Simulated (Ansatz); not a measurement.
Given:

GaN:
```
CELL_PARAMETERS angstrom
      5.53544     0.00000     0.00000
      0.00000     5.53544     0.00000
      0.00000     0.00000     3.21420
ATOMIC_POSITIONS crystal
  Ga 0.32057 0.67943 0.00000
  Ga 0.67943 0.32057 0.00000
  Ga 0.82057 0.82057 0.50000
  Ga 0.17943 0.17943 0.50000
  N  0.31781 0.31781 0.00000
  N  0.68219 0.68219 0.00000
  N  0.18219 0.81781 0.50000
  N  0.81781 0.18219 0.50000
```

This is the PBE-relaxed structure.

Task: All from PBE (plane waves, PAW; program Ansatz), unless another level is named. Predict the hole effective mass with spin–orbit coupling.

Result: 0.40, 1.7, 2.0 mₑ (principal values).

Task: Give the electron effective mass with spin–orbit coupling.

Result: 0.16 mₑ (isotropic).

Task: Give the valence-band maximum.

Result: on the M–Γ line, 88 % of the way from M.

Task: Predict the conduction-band minimum.

Result: at Γ.

Space group P4_2/mnm. The start of the workflow was typed in or built on a structure type; neither database checked (COD, Materials Project) lists it. It is not the phase usual at ambient conditions (space group No. 186, 216). The cell was relaxed with PBE under the symmetry of its start; whether a distortion lowers the energy is not shown. Spin–orbit coupling is left out wherever it is not named.

Potentials: the earlier of the program's two PAW sets.

Edges and masses are those of Kohn–Sham bands, whose gap is no quasiparticle gap.
